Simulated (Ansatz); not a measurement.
BN:
```
CELL_PARAMETERS angstrom
      2.54660     0.00000     0.00000
     -1.27330     2.20542     0.00000
      0.00000     0.00000    12.52967
ATOMIC_POSITIONS crystal
  B  0.00000 0.00000 0.00006
  B  0.00000 0.00000 0.50006
  B  0.66667 0.33333 0.83267
  B  0.33333 0.66667 0.33267
  B  0.66667 0.33333 0.16656
  B  0.33333 0.66667 0.66656
  N  0.00000 0.00000 0.87441
  N  0.00000 0.00000 0.37441
  N  0.66667 0.33333 0.70808
  N  0.33333 0.66667 0.20808
  N  0.66667 0.33333 0.04192
  N  0.33333 0.66667 0.54192
```

Relaxed with PBEsol.

Problem. Give the optical modes at the zone centre with their infrared activity from DFPT, plane-wave PAW PBEsol (Ansatz code).

Solution. Transverse frequencies, without the LO–TO term; a row sums one degenerate level.

```csv
ω (cm⁻¹),degeneracy,IR ((D/Å)²/amu),activity,symmetry
245,2,0.00,IR-inactive,E2
251,2,0.00,IR-inactive,E2
414,2,0.00,IR-inactive,E1
421,2,0.00,IR-inactive,E1
437,1,0.00,IR-inactive,B1
441,1,0.00,IR-inactive,B1
476,2,0.00,IR-inactive,E2
788,1,0.00,IR-inactive,A1
794,1,0.06,IR,A1
969,1,0.00,IR-inactive,B1
980,2,0.00,IR-inactive,E2
988,2,0.70,IR,E1
1008,2,0.34,IR,E1
1030,2,0.00,IR-inactive,E2
1037,2,0.00,IR-inactive,E2
1040,1,82.51,IR,A1
1052,2,159.20,IR,E1
1125,1,0.00,IR-inactive,B1
1196,1,0.25,IR,A1
1204,1,0.01,IR-inactive,A1
1250,1,0.00,IR-inactive,B1
1262,1,0.00,IR-inactive,B1
```

Problem. How high does the top mode go among those that the LO–TO term moves?

Solution. 1277 cm⁻¹ for q along x, 1277 cm⁻¹ for q along y, 1272 cm⁻¹ for q along z.

Space group P6_3mc. The cell is a constructed one: a structure type filled with these elements. Its sites differ from those of the usual phase in this space group: another stacking or structure type. The PBEsol relaxation kept the symmetry of its start; of distortions, only those at the zone centre were tested.

Potentials: the later of the program's two PAW sets.
